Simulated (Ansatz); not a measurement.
Starting cell, Sn (diamond):

```yaml
crystal:
  lattice:
    - [0.00000, 3.32763, 3.32763]
    - [3.32763, 0.00000, 3.32763]
    - [3.32763, 3.32763, 0.00000]
  atoms:
    - { symbol: Sn, position: [0.50000, 0.50000, 0.50000] }
    - { symbol: Sn, position: [0.75000, 0.75000, 0.75000] }
```

In each cell atom 2 (Sn, nearest neighbour Sn at 2.882 Å; its periodic images, 4.7 Å or more away, move with it) moves by s·(0.577, 0.577, 0.577) (along Cartesian [111]), the rest being held.

Calculation: PBE (plane waves to 420 eV, PAW, scalar-relativistic; Ansatz, an electronic-structure program). k mesh 10×10×10 (Γ-centred), Fermi-Dirac smearing 0.05 eV. Energies are smeared free energies. Compression counts positive. With partly filled bands, energies and forces of such displacements shift with the k mesh and the smearing. F∥ is the force on the atom along that direction. Sn was relaxed with its symmetry unable to fall. The relaxed volume of Sn is well above the measured one; the method has no dispersion term. ΔE is measured from the undisplaced structure.

| s (Å) | F∥ (eV/Å) | ΔE (eV/cell) | P (GPa) |
|---|---|---|---|
| -0.290 | 2.840 | ___ | 1.6 |
| -0.232 | ___ | 0.218 | 1.0 |
| -0.174 | 1.455 | 0.116 | 0.5 |
| -0.116 | 0.888 | 0.048 | 0.3 |
| -0.058 | 0.399 | 0.011 | 0.1 |
| 0.000 | 0.000 | 0.000 | 0.0 |
| 0.058 | -0.333 | 0.010 | 0.1 |
| 0.116 | -0.640 | 0.038 | 0.2 |
| 0.174 | -0.909 | 0.083 | 0.4 |
| 0.232 | -1.130 | ___ | 0.6 |
| 0.290 | -1.287 | 0.213 | 0.9 |

### Question
Complete the blanks.

### Answer

- -0.290, ΔE (eV/cell): 0.361
- -0.232, F∥ (eV/Å): 2.104
- 0.232, ΔE (eV/cell): 0.143

(For displaced atoms, the force is minus the slope of the energy, and its curvature is a force constant, which sets phonon frequencies.)
